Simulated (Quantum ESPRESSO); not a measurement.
## SiPO3F3 (finding a planted mistake in a log)

Simulated, not a measurement. The program is pw.x of Quantum ESPRESSO 7.5 (plane-wave density functional theory). The cell is made up: 8 atoms on a quartz lattice with one site empty, with randomly drawn elements, strain and displacements, not relaxed. PseudoDojo standard norm-conserving files (v0.5 for PBE, v0.4.1 for LDA and PBEsol) set the functional; there is no spin polarisation, spin-orbit coupling or dispersion term, and the masses in the input are unused placeholders.

Intended input:

```
&control calculation='scf', pseudo_dir='./dojo.nc.sr.pbe.v0_5.standard.upf', outdir='./o', disk_io='low', tprnfor=.true., tstress=.true. /
&system ibrav=0, nat=8, ntyp=4, nbnd=30, ecutwfc=84.00895049, nosym=.true., tot_charge=0,
 occupations='smearing', smearing='fd', degauss=0.0018374661
/
&electrons conv_thr=7.350e-09, electron_maxstep=60, /
ATOMIC_SPECIES
F 1.0 F.upf
O 1.0 O.upf
P 1.0 P.upf
Si 1.0 Si.upf
CELL_PARAMETERS angstrom
5.1371 0.0319 0.0547
-2.541 4.4183 0.0167
0.0604 0.0561 5.7728
ATOMIC_POSITIONS angstrom
Si 2.425 0.0434 3.874
P 1.2437 2.2857 -0.109
O 1.5097 1.274 4.4872
F 3.5461 0.824 2.6822
F 2.9265 2.6156 0.6691
F 0.4556 1.8028 1.1824
O -1.0743 3.1722 3.2931
O 1.0243 3.777 5.164
K_POINTS automatic
5 5 4 1 1 1
```

The log is shortened where brackets say so; the opening notice, blank lines, dates and the lines on written files are dropped, and the path of the files is cut. It prints rydbergs, bohrs and kilobars, and counts compression as positive stress. Where no state is partly filled, the Fermi energy that it prints is only some level between the filled and the empty states on the mesh, and need not lie in the true gap.

Log of the intended run:

```
     Program PWSCF v.7.5
     Parallel version (MPI & OpenMP), running on       4 processor cores
     Number of MPI processes:                 4
     Threads/MPI process:                     1
     [start-up lines left out]
     bravais-lattice index     =            0
     lattice parameter (alat)  =       9.7084  a.u.
     unit-cell volume          =     887.1862 (a.u.)^3
     number of atoms/cell      =            8
     number of atomic types    =            4
     number of electrons       =        48.00
     number of Kohn-Sham states=           30
     kinetic-energy cutoff     =      84.0090  Ry
     charge density cutoff     =     336.0358  Ry
     scf convergence threshold =      7.3E-09
     mixing beta               =       0.7000
     number of iterations used =            8  plain     mixing
     Exchange-correlation= PBE
                           (   1   4   3   4   0   0   0)
     [axes and pseudopotential details left out]
   Cartesian axes
     site n.     atom                  positions (alat units)
         1        Si     tau(   1) = (   0.4720204   0.0084477   0.7540647  )
         2        P      tau(   2) = (   0.2420832   0.4449060  -0.0212166  )
         3        O      tau(   3) = (   0.2938594   0.2479810   0.8734226  )
         4        F      tau(   4) = (   0.6902398   0.1603896   0.5220837  )
         5        F      tau(   5) = (   0.5696361   0.5091202   0.1302387  )
         6        F      tau(   6) = (   0.0886814   0.3509106   0.2301513  )
         7        O      tau(   7) = (  -0.2091099   0.6174610   0.6409939  )
         8        O      tau(   8) = (   0.1993775   0.7351839   1.0051601  )
     number of k points=    50  Fermi-Dirac smearing, width (Ry)=  0.0018
                       cart. coord. in units 2pi/alat
        k(    1) = (   0.0977831   0.1721031   0.1085479), wk =   0.0400000
        k(    2) = (   0.0954272   0.1699071   0.3310808), wk =   0.0400000
     [further k points left out]
     Dense  grid:    92275 G-vectors     FFT dimensions: (  60,  60,  64)
     Estimated max dynamical RAM per process >     183.86 MB
     Estimated total dynamical RAM >     667.86 MB
     Initial potential from superposition of free atoms
     starting charge      47.9992, renormalised to      48.0000
     Starting wfcs are   32 randomized atomic wfcs
     total cpu time spent up to now is        3.5 secs
     per-process dynamical memory:   138.9 Mb
     Self-consistent Calculation
     iteration #  1     ecut=    84.01 Ry     beta= 0.70
     Davidson diagonalization with overlap
     ethr =  1.00E-02,  avg # of iterations =  3.0
     total cpu time spent up to now is        9.6 secs
     total energy              =    -268.67201204 Ry
     estimated scf accuracy    <       2.01871568 Ry
     iteration #  2     ecut=    84.01 Ry     beta= 0.70
     Davidson diagonalization with overlap
     ethr =  4.21E-03,  avg # of iterations =  3.1
     total cpu time spent up to now is       15.7 secs
     total energy              =    -267.08167343 Ry
     estimated scf accuracy    <      13.00822983 Ry
     [iterations 3 to 13 left out]
     iteration # 14     ecut=    84.01 Ry     beta= 0.70
     Davidson diagonalization with overlap
     ethr =  1.24E-09,  avg # of iterations =  2.0
     total cpu time spent up to now is       75.8 secs
     total energy              =    -269.62659419 Ry
     estimated scf accuracy    <       0.00000003 Ry
     iteration # 15     ecut=    84.01 Ry     beta= 0.70
     Davidson diagonalization with overlap
     ethr =  6.10E-11,  avg # of iterations =  3.2
     total cpu time spent up to now is       80.6 secs
     End of self-consistent calculation
     [lines on levels left out]
     the Fermi energy is     2.0709 ev
!    total energy              =    -269.62659420 Ry
     estimated scf accuracy    <          1.2E-09 Ry
     smearing contrib. (-TS)   =      -0.00000000 Ry
     internal energy E=F+TS    =    -269.62659420 Ry
     The total energy is F=E-TS. E is the sum of the following terms:
     one-electron contribution =    -158.60599140 Ry
     hartree contribution      =     101.27844588 Ry
     xc contribution           =     -65.08329988 Ry
     ewald contribution        =    -147.21574880 Ry
     convergence has been achieved in  15 iterations
     Forces acting on atoms (cartesian axes, Ry/au):
     atom    1 type  4   force =     0.00477752   -0.16808791   -0.19610510
     atom    2 type  3   force =     0.17503192    0.04385897    0.04050283
     atom    3 type  2   force =    -0.03573658    0.09197551    0.11934708
     atom    4 type  1   force =    -0.09837876   -0.08287910    0.11823200
     atom    5 type  1   force =    -0.16804816   -0.04475759   -0.07702538
     atom    6 type  1   force =     0.03977259    0.02085014   -0.09496182
     atom    7 type  2   force =     0.11898177    0.16538321    0.08588725
     atom    8 type  2   force =    -0.03640030   -0.02634321    0.00412313
     Total force =     0.503559     Total SCF correction =     0.000038
     Computing stress (Cartesian axis) and pressure
          total   stress  (Ry/bohr**3)                   (kbar)     P=     -146.33
  -0.00115881  -0.00055900  -0.00003192         -170.47      -82.23       -4.70
  -0.00055900  -0.00077360   0.00006540          -82.23     -113.80        9.62
  -0.00003192   0.00006540  -0.00105179           -4.70        9.62     -154.72
     init_run     :      3.18s CPU      3.33s WALL (       1 calls)
     electrons    :     76.50s CPU     77.17s WALL (       1 calls)
     forces       :      0.90s CPU      0.90s WALL (       1 calls)
     stress       :      3.12s CPU      3.13s WALL (       1 calls)
     [timing details left out]
     PWSCF        :   1m23.89s CPU   1m24.74s WALL
     JOB DONE.
```

A second run was made from an input with one planted mistake. Its log:

```
     Program PWSCF v.7.5
     Parallel version (MPI & OpenMP), running on       4 processor cores
     Number of MPI processes:                 4
     Threads/MPI process:                     1
     [start-up lines left out]
     bravais-lattice index     =            0
     lattice parameter (alat)  =       9.7084  a.u.
     unit-cell volume          =     887.1862 (a.u.)^3
     number of atoms/cell      =            8
     number of atomic types    =            4
     number of electrons       =        49.00
     number of Kohn-Sham states=           31
     kinetic-energy cutoff     =      84.0090  Ry
     charge density cutoff     =     336.0358  Ry
     scf convergence threshold =      7.3E-09
     mixing beta               =       0.7000
     number of iterations used =            8  plain     mixing
     Exchange-correlation= PBE
                           (   1   4   3   4   0   0   0)
     [axes and pseudopotential details left out]
   Cartesian axes
     site n.     atom                  positions (alat units)
         1        Si     tau(   1) = (   0.4720204   0.0084477   0.7540647  )
         2        P      tau(   2) = (   0.2420832   0.4449060  -0.0212166  )
         3        O      tau(   3) = (   0.2938594   0.2479810   0.8734226  )
         4        F      tau(   4) = (   0.6902398   0.1603896   0.5220837  )
         5        F      tau(   5) = (   0.5696361   0.5091202   0.1302387  )
         6        F      tau(   6) = (   0.0886814   0.3509106   0.2301513  )
         7        O      tau(   7) = (  -0.2091099   0.6174610   0.6409939  )
         8        O      tau(   8) = (   0.1993775   0.7351839   1.0051601  )
     number of k points=    50  Fermi-Dirac smearing, width (Ry)=  0.0018
                       cart. coord. in units 2pi/alat
        k(    1) = (   0.0977831   0.1721031   0.1085479), wk =   0.0400000
        k(    2) = (   0.0954272   0.1699071   0.3310808), wk =   0.0400000
     [further k points left out]
     Dense  grid:    92275 G-vectors     FFT dimensions: (  60,  60,  64)
     Estimated max dynamical RAM per process >     187.04 MB
     Estimated total dynamical RAM >     680.58 MB
     Initial potential from superposition of free atoms
     starting charge      47.9992, renormalised to      49.0000
     Starting wfcs are   32 randomized atomic wfcs
     total cpu time spent up to now is        3.3 secs
     per-process dynamical memory:   143.5 Mb
     Self-consistent Calculation
     iteration #  1     ecut=    84.01 Ry     beta= 0.70
     Davidson diagonalization with overlap
     ethr =  1.00E-02,  avg # of iterations =  3.4
     total cpu time spent up to now is        9.8 secs
     total energy              =    -268.77949466 Ry
     estimated scf accuracy    <       1.21881476 Ry
     iteration #  2     ecut=    84.01 Ry     beta= 0.70
     Davidson diagonalization with overlap
     ethr =  2.49E-03,  avg # of iterations =  3.3
     total cpu time spent up to now is       16.2 secs
     total energy              =    -267.59528035 Ry
     estimated scf accuracy    <       8.47758847 Ry
     [iterations 3 to 12 left out]
     iteration # 13     ecut=    84.01 Ry     beta= 0.70
     Davidson diagonalization with overlap
     ethr =  1.04E-10,  avg # of iterations =  3.2
     total cpu time spent up to now is       75.4 secs
     total energy              =    -269.37972428 Ry
     estimated scf accuracy    <       0.00000002 Ry
     iteration # 14     ecut=    84.01 Ry     beta= 0.70
     Davidson diagonalization with overlap
     ethr =  3.50E-11,  avg # of iterations =  2.0
     total cpu time spent up to now is       80.8 secs
     End of self-consistent calculation
     [lines on levels left out]
     the Fermi energy is     3.9418 ev
!    total energy              =    -269.37972429 Ry
     estimated scf accuracy    <          3.4E-10 Ry
     smearing contrib. (-TS)   =      -0.00050922 Ry
     internal energy E=F+TS    =    -269.37921507 Ry
     The total energy is F=E-TS. E is the sum of the following terms:
     one-electron contribution =    -159.05715792 Ry
     hartree contribution      =     102.88963594 Ry
     xc contribution           =     -65.99594429 Ry
     ewald contribution        =    -147.21574880 Ry
     convergence has been achieved in  14 iterations
     Forces acting on atoms (cartesian axes, Ry/au):
     atom    1 type  4   force =    -0.00711745   -0.15987740   -0.15764040
     atom    2 type  3   force =     0.11370501    0.01352798    0.02921296
     atom    3 type  2   force =    -0.00016668    0.01564955    0.00856449
     atom    4 type  1   force =    -0.08074721   -0.07948138    0.08907765
     atom    5 type  1   force =    -0.07327197   -0.01655937   -0.04191385
     atom    6 type  1   force =    -0.02354733   -0.01579918    0.03899299
     atom    7 type  2   force =     0.11921320    0.16428301    0.07977202
     atom    8 type  2   force =    -0.04806758    0.07825679   -0.04606586
     Total force =     0.391616     Total SCF correction =     0.000025
     Computing stress (Cartesian axis) and pressure
          total   stress  (Ry/bohr**3)                   (kbar)     P=       52.52
   0.00002828  -0.00050043  -0.00021851            4.16      -73.62      -32.14
  -0.00050043   0.00052593   0.00005426          -73.62       77.37        7.98
  -0.00021851   0.00005426   0.00051683          -32.14        7.98       76.03
     init_run     :      2.97s CPU      3.10s WALL (       1 calls)
     electrons    :     77.09s CPU     77.55s WALL (       1 calls)
     forces       :      0.94s CPU      0.96s WALL (       1 calls)
     stress       :      3.26s CPU      3.26s WALL (       1 calls)
     [timing details left out]
     PWSCF        :   1m24.45s CPU   1m25.11s WALL
     JOB DONE.
```

Question: what was wrong in the second input?

Answer: the cell has the wrong charge. The input lines that differ, file-writing options aside:

```
- &system ibrav=0, nat=8, ntyp=4, nbnd=30, ecutwfc=84.00895049, nosym=.true., tot_charge=0,
+ &system ibrav=0, nat=8, ntyp=4, nbnd=31, ecutwfc=84.00895049, nosym=.true., tot_charge=-1,
```

|  | intended run | run with the mistake |
| --- | --- | --- |
| free energy (eV) | -3668.457 | -3665.098 |
| smearing term -TS (eV) | 0.0000 | -0.0069 |
| pressure (GPa) | -14.63 | 5.25 |
| largest force component (eV/Å) | 5.042 | 4.224 |
| largest change of a force component (eV/Å) |  | 3.444 |
| iterations | 15 | 14 |

For scale, a rerun of the intended cell at a cutoff of 1437 eV and k mesh 7 x 7 x 6 moved values by no more than 0.003 eV in energy, 0.02 GPa in stress and 0.003 eV/Å in force. The charged cell sits in a uniform background, so its energy and stress rest on the program's zero of potential. The number of bands, nbnd, was set by rule from the electron count and the smearing, so it follows the mistake.